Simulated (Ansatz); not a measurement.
**Structure relaxation, Be**

The start is a relaxed Be cell, doubled along one cell vector, shaken by Gaussian noise of σ = 0.08 Å a coordinate. A full variable-cell relaxation at zero pressure is run with r2SCAN (plane waves to 500 eV, PAW, scalar-relativistic; Ansatz, a first-principles code). The first steps use a coarse 15×15×8 k-mesh.

Starting cell:
```yaml
crystal:
  lattice:
    - [2.17161, 0.00000, 0.00000]
    - [0.00000, 2.17161, 0.00000]
    - [0.00000, 0.00000, 4.34322]
  atoms:
    - { symbol: Be, position: [0.99456, 0.97120, 0.01797] }
    - { symbol: Be, position: [0.02488, 0.01456, 0.48785] }
```

**Question.** Which atoms feel the largest initial force, and how large is it?

**Answer.** 0.89 eV/Å, on Be1, Be2 (atoms numbered as listed).

**Question.** How does the volume change?

**Answer.** -23.1 %, from 10.24 to 7.87 Å³/atom.

**Question.** Is the parent structure recovered?

**Answer.** It does not go back: it reaches Fm-3m (No. 225), fcc (Cu type), 0.97 eV/atom below the parent.

**Question.** How do the shortest distances between atoms change?

**Answer.** The closest pairs of elements (up to four, under 3.6 Å), start → end: Be–Be 2.04 → 2.23 Å.

**Question.** Is the relaxed structure metallic? Give its gap.

**Answer.** No gap (metallic).

**Question.** Write out the relaxed structure.

**Answer.** 
Space group Fm-3m (No. 225); a = 3.158 Å, b = 3.158 Å, c = 3.158 Å, α = 90.00°, β = 90.00°, γ = 90.00°

| atom | site | symmetry | x | y | z |
|---|---|---|---|---|---|
| Be | 4a | m-3m | 0.0000 | 0.0000 | 0.0000 |
(The calculation used a cell of 1 atom; values per cell refer to that cell.)

Final values are on a 25×25×25 k-mesh of the relaxed cell. No spin polarisation in the result.

The run could not lose the symmetry of its start: the end is stationary, and may be a saddle point rather than a minimum.

The relaxed structure here is a generated cell of Be: the first start was made by placing the elements on the sites of a structure type, and the end was not matched to a known phase here, so it may be hypothetical. Known forms of Be include space group No. 194.
